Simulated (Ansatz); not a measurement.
A generated cell, not matched to a known phase here, of CsCu2Br3: R32, hexagonal axes (No. 155), hR6; a = b = 8.041 Å, c = 10.240 Å, α = β = 90.00°, γ = 120.00°; Br 9e (0.504, 0.504, 0.500); Cs 3b (0.000, 0.000, 0.500); Cu 6c (0.000, 0.000, 0.121). These are r2SCAN (plane waves to 500 eV, PAW, scalar-relativistic; Ansatz, an electronic-structure program) values and carry that method's errors. Element references, the lowest calculated here: Cu (Fm-3m), Br (Cmce), Cs (Im-3m).

Problem. Predict the formation energy of this R32 form of CsCu2Br3 from the elements from r2SCAN.

Solution. -0.85 eV/atom.

A lower structure of this composition may exist.

Static energies, no anion corrections, no zero-point energy. Values are rounded to 0.01 eV/atom. Not shown to be the ambient phase of their composition (a lower form may be missing, and a cell relaxed within its start's symmetry can be a saddle point): CsCu2Br3 (R32). The compounds carry no spin polarisation. No Hubbard U is applied.
